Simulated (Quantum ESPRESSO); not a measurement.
## SiAsF3O3 (one run as intended and one with a planted mistake)

Computed values, not a measurement. The program is pw.x of Quantum ESPRESSO 7.5 (plane-wave density functional theory). The cell is made up: 8 atoms on a quartz lattice with one site empty, with randomly drawn elements, strain and displacements, not relaxed. PseudoDojo standard norm-conserving files (v0.5 for PBE, v0.4.1 for LDA and PBEsol) set the functional; there is no spin polarisation, spin-orbit coupling or dispersion term, and the masses in the input are unused placeholders.

Intended input:

```
&control calculation='scf', pseudo_dir='./dojo.nc.sr.pbe.v0_5.standard.upf', outdir='./o', disk_io='medium', tprnfor=.true., tstress=.true. /
&system ibrav=0, nat=8, ntyp=4, nbnd=35, ecutwfc=84.00895049, nosym=.true., tot_charge=0,
 occupations='smearing', smearing='fd', degauss=0.0018374661
/
&electrons conv_thr=7.350e-09, electron_maxstep=60, /
ATOMIC_SPECIES
As 1.0 As.upf
F 1.0 F.upf
O 1.0 O.upf
Si 1.0 Si.upf
CELL_PARAMETERS angstrom
5.2831 0.0 0.0
-2.6415 4.5753 0.0
0.0 0.0 5.8621
ATOMIC_POSITIONS angstrom
Si 2.5198 -0.0649 3.9094
As -1.2767 2.0478 1.924
F 1.4804 1.2261 4.6067
O 3.4672 0.7283 2.5862
O 2.8897 2.7931 0.7849
F 0.2494 1.7871 1.2941
O -1.1076 3.2844 3.2168
F 0.8863 3.8941 5.1139
K_POINTS automatic
5 5 4 1 1 1
```

The log is shortened where brackets say so; the opening notice, blank lines, dates and the lines on written files are dropped, and the path of the files is cut. It prints rydbergs, bohrs and kilobars, and counts compression as positive stress. Where no state is partly filled, the Fermi energy that it prints is only some level between the filled and the empty states on the mesh, and need not lie in the true gap.

Log of the intended run:

```
     Program PWSCF v.7.5
     Parallel version (MPI & OpenMP), running on       1 processor cores
     Number of MPI processes:                 1
     Threads/MPI process:                     1
     [start-up lines left out]
     bravais-lattice index     =            0
     lattice parameter (alat)  =       9.9836  a.u.
     unit-cell volume          =     956.2209 (a.u.)^3
     number of atoms/cell      =            8
     number of atomic types    =            4
     number of electrons       =        58.00
     number of Kohn-Sham states=           35
     kinetic-energy cutoff     =      84.0090  Ry
     charge density cutoff     =     336.0358  Ry
     scf convergence threshold =      7.3E-09
     mixing beta               =       0.7000
     number of iterations used =            8  plain     mixing
     Exchange-correlation= PBE
                           (   1   4   3   4   0   0   0)
     [axes and pseudopotential details left out]
   Cartesian axes
     site n.     atom                  positions (alat units)
         1        Si     tau(   1) = (   0.4769548  -0.0122845   0.7399822  )
         2        As     tau(   2) = (  -0.2416574   0.3876133   0.3641801  )
         3        F      tau(   3) = (   0.2802143   0.2320797   0.8719691  )
         4        O      tau(   4) = (   0.6562813   0.1378547   0.4895232  )
         5        O      tau(   5) = (   0.5469705   0.5286858   0.1485681  )
         6        F      tau(   6) = (   0.0472071   0.3382673   0.2449509  )
         7        O      tau(   7) = (  -0.2096496   0.6216805   0.6088849  )
         8        F      tau(   8) = (   0.1677614   0.7370862   0.9679733  )
     number of k points=    50  Fermi-Dirac smearing, width (Ry)=  0.0018
                       cart. coord. in units 2pi/alat
        k(    1) = (   0.1000000   0.1732039   0.1126537), wk =   0.0400000
        k(    2) = (   0.1000000   0.1732039   0.3379612), wk =   0.0400000
     [further k points left out]
     Dense  grid:    99371 G-vectors     FFT dimensions: (  60,  60,  72)
     Estimated max dynamical RAM per process >     129.22 MB
     Initial potential from superposition of free atoms
     starting charge      57.9991, renormalised to      58.0000
     Starting wfcs are   37 randomized atomic wfcs
     total cpu time spent up to now is       18.9 secs
     per-process dynamical memory:    95.4 Mb
     Self-consistent Calculation
     iteration #  1     ecut=    84.01 Ry     beta= 0.70
     Davidson diagonalization with overlap
     ethr =  1.00E-02,  avg # of iterations =  3.1
     total cpu time spent up to now is       50.8 secs
     total energy              =    -466.93757418 Ry
     estimated scf accuracy    <       1.86938523 Ry
     iteration #  2     ecut=    84.01 Ry     beta= 0.70
     Davidson diagonalization with overlap
     ethr =  3.22E-03,  avg # of iterations =  2.9
     total cpu time spent up to now is       87.0 secs
     total energy              =    -466.67971910 Ry
     estimated scf accuracy    <       4.96320982 Ry
     [iterations 3 to 10 left out]
     iteration # 11     ecut=    84.01 Ry     beta= 0.70
     Davidson diagonalization with overlap
     ethr =  4.83E-10,  avg # of iterations =  2.1
     total cpu time spent up to now is      385.3 secs
     total energy              =    -467.82059525 Ry
     estimated scf accuracy    <       0.00000005 Ry
     iteration # 12     ecut=    84.01 Ry     beta= 0.70
     Davidson diagonalization with overlap
     ethr =  8.04E-11,  avg # of iterations =  2.6
     total cpu time spent up to now is      415.3 secs
     End of self-consistent calculation
     [lines on levels left out]
     the Fermi energy is     2.1135 ev
!    total energy              =    -467.82059526 Ry
     estimated scf accuracy    <          6.2E-09 Ry
     smearing contrib. (-TS)   =       0.00000000 Ry
     internal energy E=F+TS    =    -467.82059526 Ry
     The total energy is F=E-TS. E is the sum of the following terms:
     one-electron contribution =    -358.13211597 Ry
     hartree contribution      =     202.38748265 Ry
     xc contribution           =    -108.66271759 Ry
     ewald contribution        =    -203.41324435 Ry
     convergence has been achieved in  12 iterations
     Forces acting on atoms (cartesian axes, Ry/au):
     atom    1 type  4   force =    -0.03881384    0.03135680    0.02877377
     atom    2 type  1   force =    -0.10886010    0.32352425   -0.19656603
     atom    3 type  2   force =     0.09901160   -0.13159871   -0.07820137
     atom    4 type  3   force =    -0.11340162   -0.25783956    0.19353566
     atom    5 type  3   force =     0.11213411   -0.07193710    0.09361314
     atom    6 type  2   force =     0.04861073   -0.02030056    0.00168125
     atom    7 type  3   force =     0.07651836    0.06661807    0.05467467
     atom    8 type  2   force =    -0.07519924    0.06017681   -0.09751110
     Total force =     0.608166     Total SCF correction =     0.000270
     Computing stress (Cartesian axis) and pressure
          total   stress  (Ry/bohr**3)                   (kbar)     P=      -75.71
  -0.00055428   0.00038669  -0.00028328          -81.54       56.88      -41.67
   0.00038669  -0.00032421  -0.00018546           56.88      -47.69      -27.28
  -0.00028328  -0.00018546  -0.00066547          -41.67      -27.28      -97.89
     init_run     :     15.82s CPU     18.73s WALL (       1 calls)
     electrons    :    367.87s CPU    396.48s WALL (       1 calls)
     forces       :      4.46s CPU      4.51s WALL (       1 calls)
     stress       :     18.80s CPU     18.96s WALL (       1 calls)
     [timing details left out]
     PWSCF        :   6m47.28s CPU   7m19.50s WALL
     JOB DONE.
```

A second run has one planted mistake: the cell and the positions are scaled by a wrong factor. The input lines that differ, file-writing options aside:

```
- 5.2831 0.0 0.0
+ 5.3724 0.0 0.0
- -2.6415 4.5753 0.0
+ -2.6861 4.6526 0.0
- 0.0 0.0 5.8621
+ 0.0 0.0 5.9612
- Si 2.5198 -0.0649 3.9094
+ Si 2.5624 -0.066 3.9755
- As -1.2767 2.0478 1.924
+ As -1.2983 2.0824 1.9565
- F 1.4804 1.2261 4.6067
+ F 1.5054 1.2468 4.6846
- O 3.4672 0.7283 2.5862
+ O 3.5258 0.7406 2.6299
- O 2.8897 2.7931 0.7849
+ O 2.9385 2.8403 0.7982
- F 0.2494 1.7871 1.2941
+ F 0.2536 1.8173 1.316
- O -1.1076 3.2844 3.2168
+ O -1.1263 3.3399 3.2712
- F 0.8863 3.8941 5.1139
+ F 0.9013 3.9599 5.2003
```

Its log:

```
     Program PWSCF v.7.5
     Parallel version (MPI & OpenMP), running on       1 processor cores
     Number of MPI processes:                 1
     Threads/MPI process:                     1
     [start-up lines left out]
     bravais-lattice index     =            0
     lattice parameter (alat)  =      10.1524  a.u.
     unit-cell volume          =    1005.5284 (a.u.)^3
     number of atoms/cell      =            8
     number of atomic types    =            4
     number of electrons       =        58.00
     number of Kohn-Sham states=           35
     kinetic-energy cutoff     =      84.0090  Ry
     charge density cutoff     =     336.0358  Ry
     scf convergence threshold =      7.3E-09
     mixing beta               =       0.7000
     number of iterations used =            8  plain     mixing
     Exchange-correlation= PBE
                           (   1   4   3   4   0   0   0)
     [axes and pseudopotential details left out]
   Cartesian axes
     site n.     atom                  positions (alat units)
         1        Si     tau(   1) = (   0.4769563  -0.0122850   0.7399859  )
         2        As     tau(   2) = (  -0.2416611   0.3876108   0.3641762  )
         3        F      tau(   3) = (   0.2802100   0.2320751   0.8719753  )
         4        O      tau(   4) = (   0.6562802   0.1378527   0.4895205  )
         5        O      tau(   5) = (   0.5469623   0.5286836   0.1485742  )
         6        F      tau(   6) = (   0.0472042   0.3382660   0.2449557  )
         7        O      tau(   7) = (  -0.2096456   0.6216775   0.6088899  )
         8        F      tau(   8) = (   0.1677649   0.7370821   0.9679659  )
     number of k points=    50  Fermi-Dirac smearing, width (Ry)=  0.0018
                       cart. coord. in units 2pi/alat
        k(    1) = (   0.1000000   0.1732042   0.1126535), wk =   0.0400000
        k(    2) = (   0.1000000   0.1732042   0.3379605), wk =   0.0400000
     [further k points left out]
     Dense  grid:   104543 G-vectors     FFT dimensions: (  60,  60,  72)
     Estimated max dynamical RAM per process >     134.67 MB
     Initial potential from superposition of free atoms
     starting charge      57.9991, renormalised to      58.0000
     Starting wfcs are   37 randomized atomic wfcs
     total cpu time spent up to now is       14.8 secs
     per-process dynamical memory:    98.4 Mb
     Self-consistent Calculation
     iteration #  1     ecut=    84.01 Ry     beta= 0.70
     Davidson diagonalization with overlap
     ethr =  1.00E-02,  avg # of iterations =  3.1
     total cpu time spent up to now is       62.7 secs
     total energy              =    -466.88293003 Ry
     estimated scf accuracy    <       1.89592817 Ry
     iteration #  2     ecut=    84.01 Ry     beta= 0.70
     Davidson diagonalization with overlap
     ethr =  3.27E-03,  avg # of iterations =  2.9
     total cpu time spent up to now is      114.8 secs
     total energy              =    -466.38864150 Ry
     estimated scf accuracy    <       6.24697380 Ry
     [iterations 3 to 11 left out]
     iteration # 12     ecut=    84.01 Ry     beta= 0.70
     Davidson diagonalization with overlap
     ethr =  1.30E-10,  avg # of iterations =  3.3
     total cpu time spent up to now is      593.8 secs
     total energy              =    -467.79003694 Ry
     estimated scf accuracy    <       0.00000001 Ry
     iteration # 13     ecut=    84.01 Ry     beta= 0.70
     Davidson diagonalization with overlap
     ethr =  2.39E-11,  avg # of iterations =  2.0
     total cpu time spent up to now is      643.7 secs
     End of self-consistent calculation
     [lines on levels left out]
     the Fermi energy is     1.4615 ev
!    total energy              =    -467.79003694 Ry
     estimated scf accuracy    <          2.6E-09 Ry
     smearing contrib. (-TS)   =      -0.00000000 Ry
     internal energy E=F+TS    =    -467.79003694 Ry
     The total energy is F=E-TS. E is the sum of the following terms:
     one-electron contribution =    -363.71774439 Ry
     hartree contribution      =     204.42521663 Ry
     xc contribution           =    -108.46514499 Ry
     ewald contribution        =    -200.03236419 Ry
     convergence has been achieved in  13 iterations
     Forces acting on atoms (cartesian axes, Ry/au):
     atom    1 type  4   force =    -0.03652970    0.02364970    0.02793879
     atom    2 type  1   force =    -0.10479161    0.28624251   -0.17838269
     atom    3 type  2   force =     0.10431713   -0.13703261   -0.08012373
     atom    4 type  3   force =    -0.09801088   -0.21119805    0.17173075
     atom    5 type  3   force =     0.12205975   -0.07973309    0.10616367
     atom    6 type  2   force =     0.01729739   -0.01448102    0.01337503
     atom    7 type  3   force =     0.08103900    0.06733094    0.04848994
     atom    8 type  2   force =    -0.08538109    0.06522162   -0.10919175
     Total force =     0.563317     Total SCF correction =     0.000160
     Computing stress (Cartesian axis) and pressure
          total   stress  (Ry/bohr**3)                   (kbar)     P=     -105.55
  -0.00075220   0.00033402  -0.00026620         -110.65       49.14      -39.16
   0.00033402  -0.00056819  -0.00013290           49.14      -83.58      -19.55
  -0.00026620  -0.00013290  -0.00083218          -39.16      -19.55     -122.42
     init_run     :     13.48s CPU     14.67s WALL (       1 calls)
     electrons    :    600.65s CPU    628.94s WALL (       1 calls)
     forces       :      7.83s CPU      7.92s WALL (       1 calls)
     stress       :     27.99s CPU     28.17s WALL (       1 calls)
     [timing details left out]
     PWSCF        :  10m50.23s CPU  11m20.62s WALL
     JOB DONE.
```

```
                                            intended run  run with the mistake
                          free energy (eV)     -6365.023             -6364.608
                    smearing term -TS (eV)        0.0000                0.0000
                            pressure (GPa)         -7.57                -10.56
            largest force component (eV/Å)         8.318                 7.360
largest change of a force component (eV/Å)                               1.199
                                iterations            12                    13
```

For scale, a rerun of the intended cell at a cutoff of 1437 eV and k mesh 7 x 7 x 6 moved values by no more than 0.004 eV in energy, 0.02 GPa in stress and 0.002 eV/Å in force.